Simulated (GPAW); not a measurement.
**Moving the starting magnetic order in CsLiCr2Te2S3**

```
Cs Li Cr Te S
1.0
     3.31929    1.91639    6.87982
    -3.31929    1.91639    6.87982
     0.00000   -3.83279    6.87982
Cs Li Cr Te S
1 1 2 2 3
Direct
  0.00000 0.00000 0.00000
  0.50000 0.50000 0.50000
  0.79848 0.79848 0.79848
  0.20152 0.20152 0.20152
  0.67990 0.67990 0.67990
  0.32010 0.32010 0.32010
  0.13626 0.86374 0.50000
  0.50000 0.13626 0.86374
  0.86374 0.50000 0.13626
```

The cell comes from a database or a generator and needn't be the stable form of this composition.

Kept alike: task single point; functional PBE; k mesh 4 × 4 × 4; occupations fermi-dirac, width 0.05 eV. Program: GPAW, GPAW PAW data sets (gpaw-data 1.2.1), cutoff 800 eV. The mesh is that of the run's cell of 9 atoms. No spin-orbit coupling.

```csv
starting magnetic order,largest site moment (μB),moment of the cell (μB),free energy over the lowest row (meV/atom)
afm,1.84,0.00,33.46
fm,2.24,4.00,0.00
fm larger moments,2.24,4.00,0.00
nm,0.00,0.00,103.54
```

The runs hold the magnetic state that their start led to, which needn't be the lowest. The row without spin has no moments by construction. Site moments count inside each atom's sphere or projector.

**Question.** What does the starting magnetic order change here?

**Answer.** The largest site moment runs from 0.00 (nm) to 2.24 μB (fm; fm larger moments). The moment of the cell runs from 0.00 (afm; nm) to 4.00 μB (fm; fm larger moments). The free energy is lowest at fm; fm larger moments, and 103.54 meV an atom higher at nm. Starts that end at one energy have found one state: fm; fm larger moments.
